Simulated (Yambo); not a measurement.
Yambo run on PdZnF6 (space group R-3, No. 148). The wavefunctions are norm-conserving PBEsol (Quantum ESPRESSO, 84 Ry, no spin-orbit coupling) ones on a 4×4×4 mesh (40 occupied bands); a = b = c = 5.3739 Å, α = β = γ = 54.69°.

Yambo input:

```
rim_cut
HF_and_locXC
RandQpts= 1000000
RandGvec= 1 Ry
EXXRLvcs= 84 Ry
VXCRLvcs= 336 Ry
% QPkrange
 1 | 1 | 40 | 41 |
 3 | 3 | 40 | 41 |
 7 | 7 | 40 | 41 |
 13 | 13 | 40 | 41 |
%
```

k points by index: 1 = Γ, 3 = L, 7 = F, 13 = Z.

The o-*.hf file then holds:

```
#    K-point    Band    Eo [eV]    Ehf [eV]    Vxc [eV]    Vnlxc [eV]
#
    1    40    -0.196366    -7.491198    -25.34564    -32.64048
    1    41    2.239186    6.475367    -25.78147    -21.54528
    3    40    -0.201206    -7.640206    -24.31559    -31.75459
    3    41    1.763819    6.158528    -24.58631    -20.19160
    7    40    0.000000    -7.448593    -24.85153    -32.30012
    7    41    1.628907    5.475096    -24.46785    -20.62166
    13    40    -0.397861    -7.650319    -24.18536    -31.43781
    13    41    1.845977    6.237283    -24.82208    -20.43077
```
Exchange alone, without screening.

Geometry of the Materials Project entry, not relaxed at this level.
